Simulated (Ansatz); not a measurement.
## Eigenvalues along a path: Ni (fcc type)

```
CELL_PARAMETERS angstrom
0.00000 1.30704 1.30704
1.30704 0.00000 1.30704
1.30704 1.30704 0.00000
ATOMIC_POSITIONS crystal
Ni 0.00000 0.00000 0.00000
```

The base cell comes from a relaxation on PAW files under the same functional, and the cell shown is scaled from it.

All numbers are PBEsol results (scalar-relativistic) from Ansatz 0.2.0, with a Γ-centred 19×19×19 k mesh, Fermi–Dirac smearing of 0.05 eV, spin-polarised from start moments Ni 1 μB. Methods: LAPW: all electrons, basis error target 1 meV/atom.

This run: volume at 0.43 of the series' base cell.

The start moments died away, and the runs ended non-magnetic. The structure type is held throughout; the real material can change phase at far lower pressure.

Path points, in fractions of the reciprocal vectors: Γ (0.000, 0.000, 0.000), X (0.500, 0.000, 0.500), U (0.625, 0.250, 0.625), K (0.375, 0.375, 0.750), L (0.500, 0.500, 0.500), W (0.500, 0.250, 0.750). The distance column jumps between branches of the path. Levels in eV from the Fermi level; bands 8 to 13, counted from the lowest band of the run. The gap is zero, the pressure 1384 GPa.

```
# k(1/Å) point b8 b9 b10 b11 b12 b13
0.000 Γ -15.92 -6.98 -6.98 -6.98 -2.84 -2.84
0.300 - -15.49 -7.30 -6.76 -6.76 -3.15 -2.74
0.601 - -14.31 -8.17 -6.12 -6.12 -3.95 -2.46
0.901 - -12.84 -9.36 -5.11 -5.11 -4.71 -2.04
1.202 - -12.14 -10.63 -4.27 -3.79 -3.79 -1.52
1.502 - -12.76 -11.79 -2.30 -2.30 -2.01 -0.99
1.803 - -13.83 -12.70 -0.84 -0.84 -0.52 1.16
2.103 - -14.65 -13.28 -0.20 0.27 0.27 4.12
2.404 X -14.96 -13.48 -0.08 0.69 0.69 5.44
2.510 - -14.91 -13.44 -0.13 0.45 0.68 5.73
2.616 - -14.79 -13.31 -0.28 -0.17 0.62 6.44
2.722 - -14.60 -13.11 -0.96 -0.51 0.54 7.40
2.828 - -14.34 -12.82 -1.82 -0.82 0.42 8.49
2.935 - -14.04 -12.45 -2.68 -1.18 0.26 9.65
3.041 - -13.70 -12.01 -3.52 -1.58 0.08 10.87
3.147 - -13.33 -11.52 -4.32 -2.01 -0.14 12.11
3.253 U -12.92 -11.00 -5.08 -2.44 -0.39 13.38
4.725 K -12.92 -11.00 -5.08 -2.44 -0.39 13.38
5.044 - -11.57 -9.54 -7.02 -3.64 -1.28 11.13
5.363 - -10.12 -8.73 -8.35 -4.50 -2.35 7.25
5.681 - -9.46 -9.04 -8.20 -4.90 -3.49 3.75
6.000 - -10.60 -9.11 -7.04 -4.81 -4.59 0.73
6.319 - -12.35 -8.66 -6.26 -5.57 -4.33 -1.51
6.637 - -14.13 -7.93 -6.33 -6.28 -3.65 -2.61
6.956 - -15.44 -7.26 -6.81 -6.75 -3.07 -2.83
7.275 Γ -15.92 -6.98 -6.98 -6.98 -2.84 -2.84
7.535 - -15.60 -7.15 -6.86 -6.86 -2.92 -2.92
7.795 - -14.70 -7.54 -6.55 -6.55 -3.07 -3.07
8.055 - -13.51 -7.83 -6.28 -6.28 -3.06 -3.06
8.315 - -12.66 -7.34 -6.31 -6.31 -2.61 -2.61
8.576 - -12.58 -6.61 -6.61 -5.70 -1.81 -1.81
8.836 - -12.87 -6.96 -6.96 -3.49 -0.94 -0.94
9.096 - -13.15 -7.21 -7.21 -1.53 -0.28 -0.28
9.356 L -13.25 -7.31 -7.31 -0.72 -0.04 -0.04
9.569 - -13.07 -7.53 -7.15 -2.26 -0.07 1.67
9.781 - -12.57 -8.15 -6.68 -3.87 -0.16 3.81
9.994 - -11.83 -9.03 -5.94 -5.27 -0.28 6.05
10.206 - -10.98 -9.99 -6.45 -5.00 -0.38 8.35
10.419 - -10.87 -10.13 -7.40 -4.09 -0.34 10.68
10.631 - -11.57 -9.39 -8.10 -3.54 0.00 13.03
10.843 - -12.00 -8.87 -8.53 -3.38 0.48 15.30
11.056 W -12.15 -8.68 -8.68 -3.37 0.70 16.80
11.206 - -12.30 -9.74 -7.53 -3.20 0.70 15.19
11.356 - -12.68 -10.68 -6.29 -2.76 0.70 13.56
11.507 - -13.20 -11.51 -4.99 -2.16 0.70 11.91
11.657 - -13.75 -12.20 -3.63 -1.52 0.70 10.28
11.807 - -14.24 -12.75 -2.26 -0.93 0.70 8.68
11.957 - -14.63 -13.15 -0.94 -0.47 0.69 7.20
12.107 - -14.87 -13.40 -0.18 0.19 0.69 5.98
12.258 X -14.96 -13.48 -0.08 0.69 0.69 5.44
```
